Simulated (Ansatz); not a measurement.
Rb (bcc, W type)

```xyz
1
Lattice="-2.8355 2.8355 2.8355 2.8355 -2.8355 2.8355 2.8355 2.8355 -2.8355" Properties=species:S:1:pos:R:3 pbc="T T T"
Rb     0.0000     0.0000     0.0000
```

Equation-of-state scan: isotropic scaling of the cell above, V₀ being its volume. Symmetry pins the atoms to their sites.

Computed with PBE (plane waves to 420 eV, PAW, scalar-relativistic; Ansatz, an electronic-structure program). k mesh 12×12×12 (Γ-centred), Fermi-Dirac smearing 0.05 eV. E stands for the smeared free energy. Rb was relaxed with its symmetry unable to fall. The PAW data are Ansatz's earlier set. The zero of ΔE is the relaxed starting cell. The last digit holds for this mesh only.

| V (Å³/atom) | ΔE (meV/atom) |
|---|---|
| 82.073 | 9.4 |
| 83.897 | 5.8 |
| 85.721 | 3.1 |
| 87.545 | 1.4 |
| 89.369 | 0.3 |
| 91.193 | 0.0 |
| 93.017 | 0.3 |
| 94.840 | 1.2 |
| 96.664 | 2.6 |
| 98.488 | 4.5 |
| 100.312 | 6.8 |

Question: What is the fitted pressure derivative B₀′?

Answer: 3.8.

Question: What bulk modulus B₀ follows from a third-order Birch-Murnaghan fit?

Answer: 2.8 GPa.

(Under strain, the slope of the energy per volume gives the stress and its curvature an elastic modulus.)
